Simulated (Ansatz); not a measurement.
Input:

BeSe:
```yaml
crystal:
  lattice:
    - [3.65567, 0.00000, 0.00000]
    - [-1.82783, 3.16590, 0.00000]
    - [0.00000, 0.00000, 11.99519]
  atoms:
    - { symbol: Be, position: [0.00000, 0.00000, 0.99982] }
    - { symbol: Be, position: [0.00000, 0.00000, 0.49982] }
    - { symbol: Be, position: [0.66667, 0.33333, 0.75025] }
    - { symbol: Be, position: [0.33333, 0.66667, 0.25025] }
    - { symbol: Se, position: [0.00000, 0.00000, 0.81309] }
    - { symbol: Se, position: [0.00000, 0.00000, 0.31309] }
    - { symbol: Se, position: [0.66667, 0.33333, 0.56247] }
    - { symbol: Se, position: [0.33333, 0.66667, 0.06247] }
```

This is the PBE-relaxed structure. x, y and z are the axes in which the lattice vectors are written.

### Question
All from PBE in the plane-wave PAW code Ansatz, unless another level is named. Give the hole effective mass, band 2 of 2 at the edge.

### Answer
0.19 along x, 1.1 along z (mₑ).

### Question
What about the valence-band maximum?

### Answer
at Γ.

### Question
And the weight of the valence-edge state by species (Voronoi cells)?

### Answer
Se 79 %, Be 21 %.

Space group P6_3mc. The cell is a constructed one: a structure type filled with these elements; neither database checked (COD, Materials Project) lists it. COD files the formula under space group No. 216, so this cell is another polymorph or a model. Its standing as an ambient phase is unchecked. The cell was relaxed with PBE under the symmetry of its start; whether a distortion lowers the energy is not shown. Scalar-relativistic: spin–orbit coupling is off unless named, which matters more the heavier the elements.

Potentials: the later of the program's two PAW sets.

Edges and masses are those of Kohn–Sham bands, whose gap is no quasiparticle gap.
